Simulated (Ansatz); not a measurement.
What settings do to one calculation: As started on an O site next to an O vacancy in cubic perovskite BaZrO3, 9 atoms, charge +2

Ansatz (PAW, plane waves), atoms fixed. The base input:

```yaml
crystal:
  lattice:
    - [8.361961, 0.000000, 0.000000]
    - [0.000000, 4.180980, 0.000000]
    - [0.000000, 0.000000, 4.180980]
  atoms:
    - { symbol: Ba, position: [0.001982, 0.009671, 0.988713] }
    - { symbol: Ba, position: [0.497689, 0.026213, 0.999249] }
    - { symbol: Zr, position: [0.248407, 0.497669, 0.496036], spin: 1 }
    - { symbol: Zr, position: [0.737762, 0.505159, 0.497843], spin: 1 }
    - { symbol: O, position: [0.750259, 0.495624, 0.008290] }
    - { symbol: O, position: [0.998091, 0.494851, 0.494351] }
    - { symbol: O, position: [0.246356, 0.013638, 0.500823] }
    - { symbol: O, position: [0.747963, 0.995980, 0.499051] }
    - { symbol: As, position: [0.504957, 0.478984, 0.522194], spin: 1 }
kpoints:
  mp_grid: { grid: [2, 2, 2], shift: [0.5, 0.5, 0.5] }
hamiltonian:
  xc: pbesol
total_charge: 2
magnetization:
  spin_polarized: true
scf:
  occupations: { method: fermi_dirac, width: 0.01 }
output:
  forces: true
  eigenvalues: true
  populations: true
  charged_corrections: { epsilon: 40 }
```

Command:

```sh
ansatz run in.yaml --threads 7 --pin off --max-ram 13300MiB --runs-dir r --events-out ev --progress --plain
```

It converged in 16 iterations and 4.4 s of wall time on 7 threads of a Neoverse-V2 processor, on a host shared with other runs; peak host memory 0.77 GiB; largest force component 22.11 eV/Å. The cutoff was the default, 420 eV. The base isn't a converged reference: it has few k points, and its atoms are unrelaxed, some of them close together, so close that their PAW spheres overlap, which can drive the changes below. Each run below changes the keys shown and caps the iterations.

```
run                                                                              changed     ending  iterations  free energy less the base (meV per atom)  rms change of forces (eV/Å)  change of pressure (GPa)  wall time (s, shared host)
  1                                                        n_extra_bands 1, max_iter 100  converged          18                                       0.0                        0.000                         –                     4.1 CPU
  3                                            xc_grid 1 (2 is the default), max_iter 60  converged          16                                       0.0                        0.000                         –                     4.6 CPU
  4                                                               xc r2scan, max_iter 80  converged          27                                other zero                        0.242                         –                      15 CPU
  5                                                mixing algorithm broyden, max_iter 90  converged          21                                       0.0                        0.000                         –                     5.5 CPU
  6            n_extra_bands 60, width 1.0 eV, xc_grid 1 (2 is the default), max_iter 70  converged          19                                    -615.8                        0.926                         –                     6.9 CPU
  7  dr2_threshold 1e-09, width 0.2 eV, max_iter 100, k points a 2×2×2 mesh centred on Γ  converged          24                                     -39.5                        0.717                         –                     6.2 CPU
  8                                   dr2_threshold 0.0001, mixing beta 0.4, max_iter 80  converged          14                                       0.0                        0.000                         –                       5 CPU
  9                            xc_grid 3 (2 is the default), max_iter 60, total_charge 3  converged          20                                other zero                        0.613                         –                       5 CPU
 10                                         ecutrho_ratio 1, width 0.001 eV, max_iter 70  converged          21                                    -146.2                        0.156                         –                     4.7 CPU
```

«Other zero»: another functional, charge or dispersion term moves the zero of energy, so the difference says nothing of accuracy.

Runs lost to time or memory, or doubtful for a known weakness of the program, are left out.

Problem. Which changes leave the result alone, and which of the same physical model moves the forces most?

Solution. The forces move by under 0.002 eV/Å in runs 1, 3, 5, 8. Run 6 (n_extra_bands 60, width 1.0 eV, xc_grid 1 (2 is the default), max_iter 70) moves them most among the runs with the same functional, charge and dispersion term, by 0.926 eV/Å.
